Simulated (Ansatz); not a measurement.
**Bands of Sb2W**

```
CELL_PARAMETERS angstrom
0.00000 3.31158 3.31158
3.31158 0.00000 3.31158
3.31158 3.31158 0.00000
ATOMIC_POSITIONS crystal
W 0.00000 0.00000 0.00000
Sb 0.25000 0.25000 0.25000
Sb 0.75000 0.75000 0.75000
```

Atom numbers follow the list: W1, Sb2, Sb3.

The structure comes from a relaxation in the same program, started in the fluorite type, and has space group Fm-3m. Whether it is a known phase or the ground state wasn't checked.

Spin–orbit coupling is left out, though it moves levels of the heavy atoms by tenths of an eV or more.

Theory: DFT, PBE, all-electron LAPW, scalar-relativistic (Ansatz 0.2.0).

Numerical set-up: a Γ-centred 10×10×10 k mesh, Fermi–Dirac smearing of 0.08 eV, basis error target 1 meV/atom, no spin polarisation.

Points in fractions of the reciprocal vectors of this cell: Γ (0, 0, 0), X (0.5, 0, 0.5), U (0.625, 0.25, 0.625), K (0.375, 0.375, 0.75), L (0.5, 0.5, 0.5), W (0.5, 0.25, 0.75). The path joins them by straight lines in the order Γ–X–U–K–Γ–L–W–X; legs that retrace an earlier one aren't tabulated. Energies are in eV from the Fermi level.

Q: List the levels at K between -8 and 4.5 eV.

A: -5.92, -4.04, -3.45, -1.67, -0.99, -0.17, 0.23, 2.48, 3.04.

Q: List the levels at W between -8 and 4.5 eV.

A: -5.82, -5.00, -2.19 (×2), -1.11, -0.27, 0.55, 2.90 (×2), 3.95.

Q: List the levels at U between -8 and 4.5 eV.

A: -5.92, -4.04, -3.45, -1.67, -0.99, -0.17, 0.23, 2.48, 3.04.

Q: What is the band gap?

A: none: bands cross the Fermi level, a metal.
